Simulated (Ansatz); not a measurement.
The following input was run with Ansatz 0.2.0.

```yaml
crystal:
  lattice:
    - [3.5261229966, 0.0, 0.0]
    - [-1.7630614983, 3.0537120919, 0.0]
    - [0.0, 0.0, 28.1494183693]
  atoms:
    - { symbol: Tl, position: [0.6666666667, 0.3333333333, 0.3019600579] }
    - { symbol: Tl, position: [0.3333333333, 0.6666666667, 0.3966857377] }
    - { symbol: Tl, position: [0.6666666667, 0.3333333333, 0.4884533109] }
    - { symbol: Tl, position: [0.3333333333, 0.6666666667, 0.5826934819] }
    - { symbol: C, position: [0.3333333333, 0.6666666667, 0.6629793326] }
    - { symbol: O, position: [0.3333333333, 0.6666666667, 0.7038327522] }
basis:
  ecutwfc: 420
kpoints:
  mp_grid: { grid: [9, 9, 1] }
hamiltonian:
  xc: pbesol
scf:
  occupations: { method: gaussian, width: 0.1 }
output:
  forces: true
  eigenvalues: true
  write_density: true
  write_potential: true
  elf: true
  volumetric_format: npy
relax:
  adjacent_minimum: "off"
  f_tol: 0.03
  max_steps: 70
  constraints: [{ sites: [0, 1] }]
efield:
  axis: 3
  dipole_correction: true
  ramp_width: 0.04
```

Command:
```bash
ansatz run input.yaml --threads 1 --pin off --max-ram 3072MiB --backend cpu --events-out ev --progress --plain --runs-dir out
```

Theory: DFT PBEsol, scalar-relativistic, plane waves, PAW in Ansatz 0.2.0.

Abridged output:

```
Pseudopotentials: kind: paw
Pseudopotential: Tl, paw, valence charge 13, recommended cutoff 420 eV (normal)
Pseudopotential: C, paw, valence charge 4, recommended cutoff 420 eV (normal)
Pseudopotential: O, paw, valence charge 6, recommended cutoff 420 eV (normal)
Functional definition: PBEsol
Crystal: 6 atoms, lattice volume = 303.106 Å³
Basis set: ecut = 420 eV, 5909 PW (Γ), exchange–correlation on 48×48×384 points (8 copies of the dense FFT grid, shifted against one another)
Bands: 38, of which v1, the nominal top of the filled ones, is band 31 counted from 1 (30 counted from 0)
Symmetry: 6 space group operations
Space group: P3m1 (ITA 156), of the structure as read, at distance tolerance 6.7e-5 Å
k-points: 12 of 81 (time reversal used)
Initial density: superposition of atomic densities (neutral atoms: chi_scale 0, normalization atom), corrected by the library's trained network
Initial wavefunctions: pseudopotential atomic-orbital guess
Functional: x = pbesol(κ = 0.804, μ = 0.12345679), c = pbesol(β = 0.046)
SCF iter   1: F=—  HF=-45987.332383 eV  |F-HF|=—  |Δ(HF+E_count)|=         —  Δρ=5.86e-3  dr2=1.50e0  ethr=1.77e-3  p=-0.118 e·Å  D=-7.06e-2 V/Å  ΔV_dip=1.99 eV  dr2_dipole=9.19e-1  V_vac-E_F(+/−)=5.68/3.70 eV  ⟨swp⟩=6.9  Hψ=2096  notcnv=0
efield: sawtooth ramp at fractional position 0.9829 (placed from the atoms, in the widest stretch of the axis that holds none; the zero of the levels goes with the place), width 0.0400; the density the first Hamiltonian is built on has a dipole p = -0.118 e·Å; the dipole correction subtracts the counter field D = -7.06e-2 V/Å, which shifts the + side's vacuum level by +1.99 eV against the − side's; the planar-averaged density in the ramp window peaks in size at 5.3e-6 e/Å³
SCF iter   2: F=—  HF=-45987.463471 eV  |F-HF|=—  |Δ(HF+E_count)|=   1.31e-1  Δρ=1.14e-2  dr2=7.31e0  ethr=1.77e-3  p=0.018 e·Å  D=1.06e-2 V/Å  ΔV_dip=-0.30 eV  dr2_dipole=4.06e0  V_vac-E_F(+/−)=3.78/4.08 eV  ⟨swp⟩=2.9  Hψ=691  notcnv=0  defer=17  recentre
SCF iter   3: F=—  HF=-45987.269619 eV  |F-HF|=—  |Δ(HF+E_count)|=   1.94e-1  Δρ=3.07e-3  dr2=4.73e-1  ethr=1.77e-3  p=-0.082 e·Å  D=-4.88e-2 V/Å  ΔV_dip=1.37 eV  dr2_dipole=2.86e-1  V_vac-E_F(+/−)=5.14/3.76 eV  ⟨swp⟩=2.7  Hψ=644  notcnv=0  defer=10
SCF iter   4: F=—  HF=-45987.246519 eV  |F-HF|=—  |Δ(HF+E_count)|=   2.31e-2  Δρ=8.64e-4  dr2=1.78e-2  ethr=7.63e-4  p=-0.047 e·Å  D=-2.83e-2 V/Å  ΔV_dip=0.80 eV  dr2_dipole=7.99e-3  V_vac-E_F(+/−)=4.62/3.82 eV  ⟨swp⟩=1.2  Hψ=548  notcnv=0  defer=13
SCF iter   5: F=—  HF=-45987.245689 eV  |F-HF|=—  |Δ(HF+E_count)|=   8.30e-4  Δρ=2.85e-4  dr2=2.18e-3  ethr=2.87e-5  p=-0.045 e·Å  D=-2.68e-2 V/Å  ΔV_dip=0.75 eV  dr2_dipole=8.58e-4  V_vac-E_F(+/−)=4.58/3.83 eV  ⟨swp⟩=1.3  Hψ=450  notcnv=0  defer=14
SCF iter   6: F=—  HF=-45987.245750 eV  |F-HF|=—  |Δ(HF+E_count)|=   6.15e-5  Δρ=2.76e-4  dr2=4.58e-4  ethr=3.52e-6  p=-0.044 e·Å  D=-2.63e-2 V/Å  ΔV_dip=0.74 eV  dr2_dipole=2.51e-5  V_vac-E_F(+/−)=4.57/3.83 eV  ⟨swp⟩=2.0  Hψ=801  notcnv=0  defer=14
SCF iter   7: F=—  HF=-45987.245646 eV  |F-HF|=—  |Δ(HF+E_count)|=   1.04e-4  Δρ=7.44e-5  dr2=1.88e-5  ethr=7.38e-7  p=-0.044 e·Å  D=-2.61e-2 V/Å  ΔV_dip=0.73 eV  dr2_dipole=2.07e-8  V_vac-E_F(+/−)=4.57/3.83 eV  ⟨swp⟩=2.0  Hψ=795  notcnv=0  defer=14
SCF iter   8: F=-45987.245636 eV  HF=-45987.245644 eV  |F-HF|=8.39e-6  |Δ(HF+E_count)|=   2.22e-6  Δρ=2.91e-5  dr2=7.46e-6  ethr=3.03e-8  p=-0.044 e·Å  D=-2.61e-2 V/Å  ΔV_dip=0.74 eV  dr2_dipole=1.75e-6  V_vac-E_F(+/−)=4.57/3.83 eV  ⟨swp⟩=17.8  Hψ=4427  notcnv=0
SCF 1 converged in 8 iterations: F = -45987.245636 eV  dr2 = 7.46e-6
relax step   1: F+E_penalty+E_count = -45987.24563565 eV  Δ(F+E_penalty+E_count) = +0.000e0 eV  max|allowed force component| = 1.966e0 eV/Å  Δτ_max = 0.0000 Å  (8 SCF iters, dr2 threshold 2.25e-5 eV, accepted)
Initial density: handed on by an earlier stage of this run
Initial wavefunctions: those handed on with the density
SCF iter   1: F=—  HF=-45987.560616 eV  |F-HF|=—  |Δ(HF+E_count)|=         —  Δρ=1.94e-2  dr2=3.22e-1  ethr=5.14e-4  p=-0.044 e·Å  D=-2.61e-2 V/Å  ΔV_dip=0.74 eV  dr2_dipole=2.25e-4  V_vac-E_F(+/−)=4.57/3.83 eV  ⟨swp⟩=1.8  Hψ=2000  notcnv=0  defer=10
efield: sawtooth ramp at fractional position 0.9829 (handed on by an earlier solve), width 0.0400; the density the first Hamiltonian is built on has a dipole p = -0.044 e·Å; the dipole correction subtracts the counter field D = -2.61e-2 V/Å, which shifts the + side's vacuum level by +0.74 eV against the − side's; the planar-averaged density in the ramp window peaks in size at 9.9e-7 e/Å³
SCF iter   2: F=—  HF=-45987.553870 eV  |F-HF|=—  |Δ(HF+E_count)|=   6.75e-3  Δρ=1.03e-2  dr2=3.49e-1  ethr=5.14e-4  p=-0.053 e·Å  D=-3.16e-2 V/Å  ΔV_dip=0.89 eV  dr2_dipole=3.68e-4  V_vac-E_F(+/−)=4.68/3.80 eV  ⟨swp⟩=2.0  Hψ=873  notcnv=0  defer=10
SCF iter   3: F=—  HF=-45987.499156 eV  |F-HF|=—  |Δ(HF+E_count)|=   5.47e-2  Δρ=4.34e-3  dr2=6.13e-2  ethr=5.14e-4  p=-0.035 e·Å  D=-2.09e-2 V/Å  ΔV_dip=0.59 eV  dr2_dipole=3.31e-3  V_vac-E_F(+/−)=4.37/3.78 eV  ⟨swp⟩=2.0  Hψ=882  notcnv=0  defer=10
SCF iter   4: F=—  HF=-45987.488900 eV  |F-HF|=—  |Δ(HF+E_count)|=   1.03e-2  Δρ=1.07e-3  dr2=3.71e-3  ethr=9.89e-5  p=-0.041 e·Å  D=-2.44e-2 V/Å  ΔV_dip=0.69 eV  dr2_dipole=4.50e-4  V_vac-E_F(+/−)=4.46/3.77 eV  ⟨swp⟩=2.0  Hψ=900  notcnv=0  defer=16
SCF iter   5: F=—  HF=-45987.488161 eV  |F-HF|=—  |Δ(HF+E_count)|=   7.39e-4  Δρ=2.04e-4  dr2=2.37e-4  ethr=5.99e-6  p=-0.043 e·Å  D=-2.56e-2 V/Å  ΔV_dip=0.72 eV  dr2_dipole=3.45e-7  V_vac-E_F(+/−)=4.48/3.76 eV  ⟨swp⟩=2.0  Hψ=768  notcnv=0  defer=16
SCF iter   6: F=-45987.488100 eV  HF=-45987.488123 eV  |F-HF|=2.28e-5  |Δ(HF+E_count)|=   3.80e-5  Δρ=3.76e-5  dr2=1.60e-5  ethr=1.61e-7  p=-0.043 e·Å  D=-2.57e-2 V/Å  ΔV_dip=0.72 eV  dr2_dipole=1.04e-5  V_vac-E_F(+/−)=4.48/3.76 eV  ⟨swp⟩=16.4  Hψ=4717  notcnv=0
SCF 2 converged in 6 iterations: F = -45987.488100 eV  dr2 = 1.60e-5
relax step   2: F+E_penalty+E_count = -45987.48809981 eV  Δ(F+E_penalty+E_count) = -2.425e-1 eV  max|allowed force component| = 1.017e0 eV/Å  Δτ_max = 0.1946 Å  (6 SCF iters, dr2 threshold 1.00e-4 eV, accepted)
SCF iter   1: F=—  HF=-45987.658542 eV  |F-HF|=—  |Δ(HF+E_count)|=         —  Δρ=1.98e-2  dr2=3.70e-1  ethr=5.90e-4  p=-0.043 e·Å  D=-2.57e-2 V/Å  ΔV_dip=0.72 eV  dr2_dipole=1.80e-2  V_vac-E_F(+/−)=4.48/3.76 eV  ⟨swp⟩=1.2  Hψ=1939  notcnv=0  defer=8
efield: sawtooth ramp at fractional position 0.9829 (handed on by an earlier solve), width 0.0400; the density the first Hamiltonian is built on has a dipole p = -0.043 e·Å; the dipole correction subtracts the counter field D = -2.57e-2 V/Å, which shifts the + side's vacuum level by +0.72 eV against the − side's; the planar-averaged density in the ramp window peaks in size at 1.4e-6 e/Å³
SCF iter   2: F=—  HF=-45987.633006 eV  |F-HF|=—  |Δ(HF+E_count)|=   2.55e-2  Δρ=9.08e-3  dr2=2.51e-1  ethr=5.90e-4  p=-0.039 e·Å  D=-2.34e-2 V/Å  ΔV_dip=0.66 eV  dr2_dipole=9.87e-6  V_vac-E_F(+/−)=4.42/3.76 eV  ⟨swp⟩=2.0  Hψ=869  notcnv=0  defer=8
   ...
SCF iter   2: F=—  HF=-45987.643137 eV  |F-HF|=—  |Δ(HF+E_count)|=   2.21e-3  Δρ=1.14e-3  dr2=3.12e-3  ethr=2.36e-5  p=-0.021 e·Å  D=-1.28e-2 V/Å  ΔV_dip=0.36 eV  dr2_dipole=1.46e-5  V_vac-E_F(+/−)=4.11/3.75 eV  ⟨swp⟩=2.0  Hψ=891  notcnv=0  defer=16
SCF iter   3: F=—  HF=-45987.642540 eV  |F-HF|=—  |Δ(HF+E_count)|=   5.96e-4  Δρ=3.78e-4  dr2=3.63e-4  ethr=5.03e-6  p=-0.022 e·Å  D=-1.29e-2 V/Å  ΔV_dip=0.36 eV  dr2_dipole=2.49e-6  V_vac-E_F(+/−)=4.11/3.74 eV  ⟨swp⟩=2.0  Hψ=780  notcnv=0  defer=16
SCF iter   4: F=—  HF=-45987.642487 eV  |F-HF|=—  |Δ(HF+E_count)|=   5.39e-5  Δρ=6.35e-5  dr2=2.03e-5  ethr=5.86e-7  p=-0.022 e·Å  D=-1.28e-2 V/Å  ΔV_dip=0.36 eV  dr2_dipole=1.14e-6  V_vac-E_F(+/−)=4.10/3.74 eV  ⟨swp⟩=2.0  Hψ=786  notcnv=0  defer=16
SCF iter   5: F=—  HF=-45987.642663 eV  |F-HF|=—  |Δ(HF+E_count)|=   1.76e-4  Δρ=1.94e-5  dr2=2.59e-6  ethr=3.28e-8  p=-0.022 e·Å  D=-1.29e-2 V/Å  ΔV_dip=0.36 eV  dr2_dipole=4.19e-7  V_vac-E_F(+/−)=4.11/3.74 eV  ⟨swp⟩=2.0  Hψ=806  notcnv=0  defer=16
SCF iter   6: F=—  HF=-45987.642663 eV  |F-HF|=—  |Δ(HF+E_count)|=   9.06e-8  Δρ=9.04e-6  dr2=5.75e-7  ethr=4.18e-9  p=-0.022 e·Å  D=-1.29e-2 V/Å  ΔV_dip=0.36 eV  dr2_dipole=4.33e-8  V_vac-E_F(+/−)=4.11/3.74 eV  ⟨swp⟩=2.0  Hψ=742  notcnv=0  defer=16
SCF iter   7: F=-45987.642663 eV  HF=-45987.642663 eV  |F-HF|=6.24e-8  |Δ(HF+E_count)|=   1.13e-7  Δρ=1.77e-6  dr2=1.17e-8  ethr=1.61e-10  p=-0.022 e·Å  D=-1.30e-2 V/Å  ΔV_dip=0.36 eV  dr2_dipole=6.29e-9  V_vac-E_F(+/−)=4.11/3.74 eV  ⟨swp⟩=13.2  Hψ=3753  notcnv=0
SCF 6 converged in 7 iterations: F = -45987.642663 eV  dr2 = 1.17e-8
relax step   6: F+E_penalty+E_count = -45987.64266285 eV  Δ(F+E_penalty+E_count) = -3.289e-3 eV  max|allowed force component| = 1.253e-1 eV/Å  Δτ_max = 0.0326 Å  (7 SCF iters, accepted)
SCF iter   1: F=—  HF=-45987.691491 eV  |F-HF|=—  |Δ(HF+E_count)|=         —  Δρ=1.52e-2  dr2=2.25e-1  ethr=3.51e-4  p=-0.022 e·Å  D=-1.30e-2 V/Å  ΔV_dip=0.36 eV  dr2_dipole=1.23e-2  V_vac-E_F(+/−)=4.09/3.72 eV  ⟨swp⟩=1.0  Hψ=1861  notcnv=0  defer=11
efield: sawtooth ramp at fractional position 0.9829 (handed on by an earlier solve), width 0.0400; the density the first Hamiltonian is built on has a dipole p = -0.022 e·Å; the dipole correction subtracts the counter field D = -1.30e-2 V/Å, which shifts the + side's vacuum level by +0.36 eV against the − side's; the planar-averaged density in the ramp window peaks in size at 6.1e-7 e/Å³
SCF iter   2: F=—  HF=-45987.670832 eV  |F-HF|=—  |Δ(HF+E_count)|=   2.07e-2  Δρ=6.28e-3  dr2=1.09e-1  ethr=3.51e-4  p=-0.018 e·Å  D=-1.06e-2 V/Å  ΔV_dip=0.30 eV  dr2_dipole=3.16e-3  V_vac-E_F(+/−)=4.04/3.74 eV  ⟨swp⟩=2.0  Hψ=864  notcnv=0  defer=11
SCF iter   3: F=—  HF=-45987.650265 eV  |F-HF|=—  |Δ(HF+E_count)|=   2.06e-2  Δρ=1.62e-3  dr2=7.33e-3  ethr=1.75e-4  p=-0.013 e·Å  D=-7.56e-3 V/Å  ΔV_dip=0.21 eV  dr2_dipole=2.20e-4  V_vac-E_F(+/−)=3.95/3.73 eV  ⟨swp⟩=2.0  Hψ=865  notcnv=0  defer=11
SCF iter   4: F=—  HF=-45987.649399 eV  |F-HF|=—  |Δ(HF+E_count)|=   8.67e-4  Δρ=2.50e-4  dr2=2.35e-4  ethr=1.18e-5  p=-0.011 e·Å  D=-6.62e-3 V/Å  ΔV_dip=0.19 eV  dr2_dipole=2.20e-5  V_vac-E_F(+/−)=3.92/3.74 eV  ⟨swp⟩=2.0  Hψ=893  notcnv=0  defer=12
SCF iter   5: F=—  HF=-45987.649571 eV  |F-HF|=—  |Δ(HF+E_count)|=   1.73e-4  Δρ=4.83e-5  dr2=1.32e-5  ethr=3.78e-7  p=-0.011 e·Å  D=-6.61e-3 V/Å  ΔV_dip=0.19 eV  dr2_dipole=2.10e-6  V_vac-E_F(+/−)=3.92/3.73 eV  ⟨swp⟩=2.0  Hψ=766  notcnv=0  defer=12
SCF iter   6: F=-45987.649573 eV  HF=-45987.649574 eV  |F-HF|=2.72e-7  |Δ(HF+E_count)|=   2.49e-6  Δρ=1.25e-5  dr2=8.05e-7  ethr=1.58e-9  p=-0.011 e·Å  D=-6.54e-3 V/Å  ΔV_dip=0.18 eV  dr2_dipole=1.82e-10  V_vac-E_F(+/−)=3.92/3.73 eV  ⟨swp⟩=13.8  Hψ=4046  notcnv=0
SCF iter   7: F=-45987.649574 eV  HF=-45987.649574 eV  |F-HF|=1.58e-7  |Δ(HF+E_count)|=   1.86e-8  Δρ=3.85e-6  dr2=5.67e-8  ethr=1.30e-9  p=-0.011 e·Å  D=-6.55e-3 V/Å  ΔV_dip=0.18 eV  dr2_dipole=4.02e-9  V_vac-E_F(+/−)=3.92/3.73 eV  ⟨swp⟩=8.1  Hψ=3532  notcnv=0
SCF iter   8: F=-45987.649574 eV  HF=-45987.649574 eV  |F-HF|=6.08e-9  |Δ(HF+E_count)|=   1.71e-7  Δρ=1.01e-6  dr2=1.42e-8  ethr=9.14e-11  p=-0.011 e·Å  D=-6.55e-3 V/Å  ΔV_dip=0.18 eV  dr2_dipole=6.40e-9  V_vac-E_F(+/−)=3.92/3.73 eV  ⟨swp⟩=7.9  Hψ=3094  notcnv=0
SCF 7 converged in 8 iterations: F = -45987.649574 eV  dr2 = 1.42e-8
relax step   7: F+E_penalty+E_count = -45987.64957387 eV  Δ(F+E_penalty+E_count) = -6.911e-3 eV  max|allowed force component| = 5.593e-2 eV/Å  Δτ_max = 0.1374 Å  (8 SCF iters, dr2 threshold 9.81e-7 eV, accepted)
SCF iter   1: F=—  HF=-45987.681792 eV  |F-HF|=—  |Δ(HF+E_count)|=         —  Δρ=1.31e-2  dr2=1.43e-1  ethr=2.55e-3  p=-0.011 e·Å  D=-6.55e-3 V/Å  ΔV_dip=0.18 eV  dr2_dipole=1.03e-3  V_vac-E_F(+/−)=3.90/3.72 eV  ⟨swp⟩=3.9  Hψ=1280  notcnv=0  defer=5
efield: sawtooth ramp at fractional position 0.9829 (handed on by an earlier solve), width 0.0400; the density the first Hamiltonian is built on has a dipole p = -0.011 e·Å; the dipole correction subtracts the counter field D = -6.55e-3 V/Å, which shifts the + side's vacuum level by +0.18 eV against the − side's; the planar-averaged density in the ramp window peaks in size at 9.8e-7 e/Å³
SCF iter   2: F=—  HF=-45987.664250 eV  |F-HF|=—  |Δ(HF+E_count)|=   1.75e-2  Δρ=5.05e-3  dr2=7.08e-2  ethr=2.31e-4  p=-0.011 e·Å  D=-6.45e-3 V/Å  ΔV_dip=0.18 eV  dr2_dipole=6.25e-4  V_vac-E_F(+/−)=3.91/3.72 eV  ⟨swp⟩=2.0  Hψ=977  notcnv=0  defer=11
SCF iter   3: F=—  HF=-45987.651547 eV  |F-HF|=—  |Δ(HF+E_count)|=   1.27e-2  Δρ=1.52e-3  dr2=5.74e-3  ethr=1.14e-4  p=-0.006 e·Å  D=-3.80e-3 V/Å  ΔV_dip=0.11 eV  dr2_dipole=2.19e-5  V_vac-E_F(+/−)=3.83/3.72 eV  ⟨swp⟩=2.0  Hψ=863  notcnv=0  defer=11
SCF iter   4: F=—  HF=-45987.650750 eV  |F-HF|=—  |Δ(HF+E_count)|=   7.98e-4  Δρ=2.48e-4  dr2=1.54e-4  ethr=9.25e-6  p=-0.006 e·Å  D=-3.46e-3 V/Å  ΔV_dip=0.10 eV  dr2_dipole=9.95e-6  V_vac-E_F(+/−)=3.82/3.72 eV  ⟨swp⟩=2.0  Hψ=780  notcnv=0  defer=11
SCF iter   5: F=—  HF=-45987.650748 eV  |F-HF|=—  |Δ(HF+E_count)|=   1.16e-6  Δρ=3.89e-5  dr2=6.52e-6  ethr=2.48e-7  p=-0.006 e·Å  D=-3.61e-3 V/Å  ΔV_dip=0.10 eV  dr2_dipole=2.20e-6  V_vac-E_F(+/−)=3.82/3.72 eV  ⟨swp⟩=2.0  Hψ=780  notcnv=0  defer=11
SCF iter   6: F=—  HF=-45987.650866 eV  |F-HF|=—  |Δ(HF+E_count)|=   1.18e-4  Δρ=1.30e-5  dr2=2.72e-6  ethr=1.05e-8  p=-0.006 e·Å  D=-3.61e-3 V/Å  ΔV_dip=0.10 eV  dr2_dipole=9.67e-7  V_vac-E_F(+/−)=3.82/3.72 eV  ⟨swp⟩=2.0  Hψ=812  notcnv=0  defer=10
SCF iter   7: F=—  HF=-45987.650866 eV  |F-HF|=—  |Δ(HF+E_count)|=   4.19e-7  Δρ=4.74e-6  dr2=3.00e-7  ethr=4.38e-9  p=-0.006 e·Å  D=-3.64e-3 V/Å  ΔV_dip=0.10 eV  dr2_dipole=1.57e-7  V_vac-E_F(+/−)=3.82/3.72 eV  ⟨swp⟩=2.0  Hψ=706  notcnv=0  defer=10
SCF iter   8: F=-45987.650866 eV  HF=-45987.650866 eV  |F-HF|=2.63e-8  |Δ(HF+E_count)|=   2.19e-7  Δρ=1.52e-6  dr2=1.07e-8  ethr=1.61e-10  p=-0.006 e·Å  D=-3.67e-3 V/Å  ΔV_dip=0.10 eV  dr2_dipole=1.72e-9  V_vac-E_F(+/−)=3.82/3.72 eV  ⟨swp⟩=14.7  Hψ=3403  notcnv=0
SCF iter   9: F=-45987.650866 eV  HF=-45987.650866 eV  |F-HF|=2.82e-9  |Δ(HF+E_count)|=   3.14e-8  Δρ=5.27e-7  dr2=1.19e-9  ethr=1.72e-11  p=-0.006 e·Å  D=-3.67e-3 V/Å  ΔV_dip=0.10 eV  dr2_dipole=4.57e-11  V_vac-E_F(+/−)=3.82/3.72 eV  ⟨swp⟩=6.8  Hψ=2865  notcnv=0
SCF iter  10: F=-45987.650866 eV  HF=-45987.650866 eV  |F-HF|=1.46e-10  |Δ(HF+E_count)|=   3.11e-9  Δρ=2.06e-7  dr2=2.85e-10  ethr=1.92e-12  p=-0.006 e·Å  D=-3.67e-3 V/Å  ΔV_dip=0.10 eV  dr2_dipole=2.17e-11  V_vac-E_F(+/−)=3.82/3.72 eV  ⟨swp⟩=5.4  Hψ=2846  notcnv=0
SCF 8 converged in 10 iterations: F = -45987.650866 eV  dr2 = 2.85e-10
relax step   8: F+E_penalty+E_count = -45987.65086601 eV  Δ(F+E_penalty+E_count) = -1.292e-3 eV  max|allowed force component| = 1.880e-2 eV/Å  Δτ_max = 0.1173 Å  (10 SCF iters, accepted)
WARN: The output density's exchange-correlation potential varies sharply where the density is thin. Do not read a vacuum level from v_tot or v_xc, or from such a field of the output density. On a cell that repeats whose density bears no net charge and no dipole along the vacuum's axis use v_es (v_loc + v_h of the components); under efield.dipole_correction with no amplitude use v_es + v_field, which holds any external_charges[].barrier, or the levels of the report's work_function block, which leave it out; under a non-zero efield.amplitude the vacuum is tilted and has no level; on a cell that repeats and bears such a dipole with no correction it is tilted too, and efield.dipole_correction wi ...
SCF converged after 10 iterations
Free energy (F): -45987.650866 eV
Harris-Foulkes:  -45987.650866 eV  (|F-HF|=1.46e-10)
Internal energy: -45987.635850 eV  (E = F + TS)
E sigma→0 (E₀):  -45987.643358 eV
Entropy (-TS):   -0.015016 eV (-2.503 meV/atom)
Fermi energy:    2.251475 eV
Dipole field:    D = -0.003663 V/Å  (p = -0.006136 e·Å, saw-weighted, corrected)
Work function:   Φ+ = 3.8216 eV   Φ− = 3.7185 eV
Levels:          The Fermi level and band energies are counted from a zero that moves with the ramp; work functions are not
--- Per-component energies (eV) ---
  E_band       = -484.300883
  E_kinetic    = 1585.782691
  E_local      = -44167.587575  (includes V_loc(G=0)·N_el)
  E_nonlocal   = 1354.799510
  E_hartree    = 21295.803466
  E_xc         = -1029.994176
  E_vxc        = -713.696680  (∫ρ·V_xc dr)
  E_paw        = -40316.266176  (= ΣΔE_a)
  E_vpaw       = -1135.116484  (= ΣTr[D̂ρ^β])
  E_aug_tail   = 0.002589  (compensation charges beyond the density's cutoff)
  E_efield     = 0.000011  (sawtooth field / dipole correction)
  E_vefield    = -0.091405  (∫n·V_field dr)
  E_ewald      = 15289.614361
  E_core_change = 0.209449  (= ΣΔE_core)
  E_smearing   = -0.015016  (= −TS)
--- Forces (eV/Å), atoms counted from 1 ---
  atom   1  Tl     0.00000000     0.00000000     0.01964609
  atom   2  Tl     0.00000000     0.00000000    -0.03673965
  atom   3  Tl     0.00000000     0.00000000     0.01592679
  atom   4  Tl     0.00000000     0.00000000     0.00003807
  atom   5  C      0.00000000     0.00000000     0.01879872
  atom   6  O      0.00000000     0.00000000    -0.01767263
--- Band table (eV; the first three rows and the last of 12) ---
  k-point 0: bands = ["-23.4543", "-9.4864", "-9.3964", "-9.3226", "-9.3226", "-9.3140", "-9.3128", "-9.3128", "-9.2455", "-9.2455", "-9.2194", "-9.2194", "-9.2104", "-9.1302", "-9.1302", "-9.0083", "-9.0083", "-8.9025", "-8.9025", "-8.7993", "-8.7993", "-8.4666", "-7.5805", "-6.6333", "-5.7048", "-5.7048", "-5.3888", "-4.1512", "-3.1753", "0.5321", "2.9799", "4.5497", "4.5497", "5.3412", "5.6595", "6.3044", "6.7778", "7.5315"]
  k-point 1: bands = ["-23.4458", "-9.4625", "-9.3874", "-9.3382", "-9.3089", "-9.2960", "-9.2926", "-9.2778", "-9.2732", "-9.2215", "-9.2026", "-9.1856", "-9.1853", "-9.1449", "-9.1267", "-9.0199", "-9.0105", "-8.9380", "-8.9012", "-8.8455", "-8.7908", "-8.4428", "-7.3483", "-6.4082", "-5.8279", "-5.7246", "-5.1783", "-4.0087", "-3.0216", "0.7902", "3.1463", "4.2771", "4.5032", "5.4983", "5.8533", "6.4557", "6.9552", "7.6262"]
  k-point 2: bands = ["-23.4245", "-9.4832", "-9.4281", "-9.3740", "-9.3183", "-9.3065", "-9.2800", "-9.2503", "-9.2060", "-9.2047", "-9.1777", "-9.1575", "-9.1191", "-9.0894", "-9.0467", "-9.0070", "-8.9964", "-8.9584", "-8.9191", "-8.8937", "-8.7738", "-8.3831", "-6.6509", "-6.0984", "-5.7744", "-5.7284", "-4.5856", "-3.6499", "-2.5657", "1.5188", "3.3302", "3.6966", "4.3891", "4.8877", "5.0061", "6.1570", "6.4243", "6.5053"]
  k-point 11: bands = ["-23.3727", "-9.5303", "-9.4340", "-9.4214", "-9.3096", "-9.3078", "-9.3005", "-9.1800", "-9.1679", "-9.1668", "-9.1072", "-9.1065", "-9.0812", "-9.0798", "-9.0394", "-8.9992", "-8.9207", "-8.9088", "-8.8060", "-8.8030", "-8.7913", "-8.2421", "-6.2641", "-6.2641", "-3.2969", "-2.4440", "-2.3917", "-2.0204", "-1.8337", "1.0139", "1.6988", "1.7179", "1.9285", "2.9035", "2.9101", "3.3284", "3.4305", "3.5189"]
--- Relaxed structure (8 steps of the walk, 8 accepted, 0 SCFs on fresh bases) ---
  F+E_penalty+E_count = -45987.65086601 eV   max|allowed force component| = 1.880e-2 eV/Å
  atoms:
    - { symbol: Tl, position: [0.66666666, 0.33333333, 0.3019600579] }
    - { symbol: Tl, position: [0.33333333, 0.66666666, 0.39668573] }
    - { symbol: Tl, position: [0.66666666, 0.33333333, 0.48865746] }
    - { symbol: Tl, position: [0.33333333, 0.66666666, 0.58529155] }
    - { symbol: C, position: [0.33333333, 0.66666666, 0.70069433] }
    - { symbol: O, position: [0.33333333, 0.66666666, 0.74106013] }
```

The relaxation met its thresholds.

Time: 79 s on 1 thread of Intel(R) Xeon(R) Platinum 8488C (Sapphire Rapids) (shared host), peak memory 0.56 GiB.

Spin–orbit coupling is left out, which can shift energies with elements as heavy as these.